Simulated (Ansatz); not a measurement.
Input file for Ansatz (a first-principles code):

Ansatz 0.2 input:
```yaml
crystal:
  lattice:
    - [4.0102442321, 0.0, 0.0]
    - [0.0, 4.0102442321, 0.0]
    - [0.0, 0.0, 4.0102442321]
  atoms:
    - { symbol: Al, position: [0.0, 0.0, 0.0], spin: 0.0 }
    - { symbol: Rh, position: [0.0, 0.5, 0.5], spin: 0.15 }
    - { symbol: Rh, position: [0.5, 0.0, 0.5], spin: 0.15 }
    - { symbol: Rh, position: [0.5, 0.5, 0.0], spin: 0.15 }
    - { symbol: N, position: [0.5, 0.5, 0.5], spin: 0.09 }
kpoints:
  mp_grid: { grid: [10, 10, 10] }
hamiltonian:
  xc: r2scan
  pseudopotentials: { kind: paw }
magnetization: { spin_polarized: true }
scf:
  occupations: { method: gaussian, width: 0.05 }
checkpoint: { read: metal.run }
output: { write_density: true, elf: true, volumetric_format: npy }
basis: { fft_grid_basis: typed }
```

Output (shortened):

```
Pseudopotential: Al, paw, valence charge 3
Pseudopotential: Rh, paw, valence charge 17
Pseudopotential: N, paw, valence charge 5
Functional definition: r2SCAN
Crystal: 5 atoms, lattice volume = 64.493 Å³
Basis set: ecut = 500 eV, 1647 PW (Γ), exchange–correlation on 120×120×120 points (64 copies of the dense FFT grid, shifted against one another)
Bands: 36, of which v1, the nominal top of the filled ones, is band 30 counted from 1 (29 counted from 0)
Symmetry: 48 space group operations
Space group: Pm-3m (ITA 221), of the structure as read, at distance tolerance 4.0e-5 Å
k-points: 56 of 1000
Stability of the state it starts from, as read at its close in the collinear treatment (another_mixer)
Starting moments: Σ|m| = 0.54 μB on 4 of 5 sites; this step starts from the density that it was given
iter 1 solved again at ethr=8.61e-8 eV; its pass at ethr=3.10e-3 eV (dr2=5.08e-5 eV) is discarded
SCF iter   1: F=—  HF=-20171.869970 eV  |F-HF|=—  |Δ(HF+E_count)|=         —  Δρ=3.34e-7 (↑3.34e-7 ↓2.39e-7)  dr2=1.48e-10  dr2_τ=1.85e-11  dr2_m=1.14e-11  M=0.519 μB ∫|m|=0.579 μB  β_m=1.20  ethr=8.61e-8  ⟨swp⟩=3.3  Hψ=25741  notcnv=0
preconditioner: auto → Kerker (q_TF=auto, 2.688 Å⁻¹)
spin=Collinear: Kerker preconditioning applied to the charge; magnetization (m = ρ↑ − ρ↓) channel mixes plain (no charge-response kernel on spin).
SCF iter   2: F=-20171.869970 eV  HF=-20171.869970 eV  |F-HF|=7.28e-12  |Δ(HF+E_count)|=   6.49e-8  Δρ=1.75e-7 (↑1.09e-7 ↓1.75e-7)  dr2=4.33e-11  dr2_τ=1.63e-11  dr2_m=2.83e-12  M=0.519 μB ∫|m|=0.579 μB  ethr=1.00e-12  ⟨swp⟩=6.4  Hψ=16044  notcnv=0
SCF 1 converged in 2 iterations: F = -20171.869970 eV  dr2 = 4.33e-11
Stability not checked (another_mixer)
SCF converged after 2 iterations
Magnetization: 0.5192 μB (29.7596 up, 29.2404 down)
Absolute magnetization: 0.5741 μB (∫|ρ↑−ρ↓|, with the PAW one-centre terms)
Spin contamination: 0.0026 ħ² per cell (⟨S²⟩ above its minimum at these occupations)
Per-site moments (μB) at R_I (Å): [(-0.00514263639438519, 1.1697142424270115), (0.1282709790699132, 0.827112872870625), (0.12827097906991333, 0.827112872870625), (0.1282709790699129, 0.827112872870625), (0.08280795728950344, 0.827112872870625)]
Free energy (F): -20171.869970 eV
Harris-Foulkes:  -20171.869970 eV  (|F-HF|=7.28e-12)
Internal energy: -20171.865651 eV  (E = F + TS)
E sigma→0 (E₀):  -20171.867810 eV
Entropy (-TS):   -0.004319 eV (-0.864 meV/atom)
Fermi energy:    17.712126 eV
--- Per-component energies (eV) ---
  E_band       = -478.832905
  E_kinetic    = 1882.467621
  E_local      = -6674.549028  (includes V_loc(G=0)·N_el)
  E_nonlocal   = 1126.547638
  E_hartree    = 2514.009526
  E_xc         = -746.686907
  E_vxc        = -1058.638691  (∫ρ·V_xc dr)
  E_paw        = -11418.261571  (= ΣΔE_a)
  E_vpaw       = -852.914991  (= ΣTr[D̂ρ^β])
  E_aug_tail   = 0.001961  (compensation charges beyond the density's cutoff)
  E_vtau       = 70.234098  (kinetic-family band-sum trace: ∫τ·v_τ [+ j·A + Jᵃ·Aᵃ] dr)
  E_ewald      = -6854.195339
  E_core_change = -1.199551  (= ΣΔE_core)
  E_smearing   = -0.004319  (= −TS)
  E_closure    = 0.000000  (closes the sum)
  Σ components = -20171.869970   (vs F -20171.869970, Δ=0.00e0)
  [band-id]    e_kinetic+e_local+e_nonlocal+2·e_hartree+e_vxc+e_vpaw+e_augmentation_tail+e_vtau = -478.832341   (vs E_band -478.832905, Δ=5.65e-4)
--- Band table (eV; the first three rows and the last of 112) ---
  k-point 0 ↑: bands = ["-63.4900", "-63.4238", "-63.4238", "-31.0786", "-31.0786", "-31.0786", "-30.3680", "-30.3680", "-30.3680", "-30.3573", "-30.3573", "-30.3573", "-1.6377", "8.6740", "12.2717", "12.2717", "12.2717", "12.3089", "12.3089", "12.3089", …
  k-point 1 ↑: bands = ["-63.4885", "-63.4252", "-63.4238", "-31.0769", "-31.0769", "-31.0760", "-30.3721", "-30.3688", "-30.3688", "-30.3584", "-30.3584", "-30.3576", "-1.5784", "8.7671", "11.8478", "11.9285", "11.9285", "12.3000", "12.6443", "12.6443", …
  k-point 2 ↑: bands = ["-63.4844", "-63.4293", "-63.4238", "-31.0722", "-31.0722", "-31.0690", "-30.3830", "-30.3715", "-30.3715", "-30.3605", "-30.3605", "-30.3586", "-1.4168", "9.0265", "10.9190", "11.6081", "11.6081", "12.3780", "12.7352", "12.9287", …
  k-point 55 ↓: bands = ["-63.2888", "-63.2888", "-63.2888", "-31.1765", "-30.6803", "-30.6803", "-30.3741", "-30.3741", "-30.3741", "-30.1041", "-30.1041", "-30.1041", "0.7688", "8.1226", "8.1226", "8.1226", "10.4090", "14.1531", "14.1531", "14.1531", …
```

Cost: roughly 15 core-seconds on shared cores.

The start of the workflow was typed in or built on a structure type; neither database checked (COD, Materials Project) lists it. Whether it is the stable phase at ambient conditions was not checked. The cell was relaxed with r²SCAN under the symmetry of its start; whether a distortion lowers the energy is not shown. The final state is ferromagnetic, the only order run, not a proven ground state. The volume moved by 18 % from the start of the relaxation. Other orbital occupations within this spin state were not tried. No Hubbard U is applied. Scalar-relativistic: spin–orbit coupling is off unless named, which matters more the heavier the elements.

Potentials: the later of the program's two PAW sets.

Ansatz is a plane-wave DFT program.
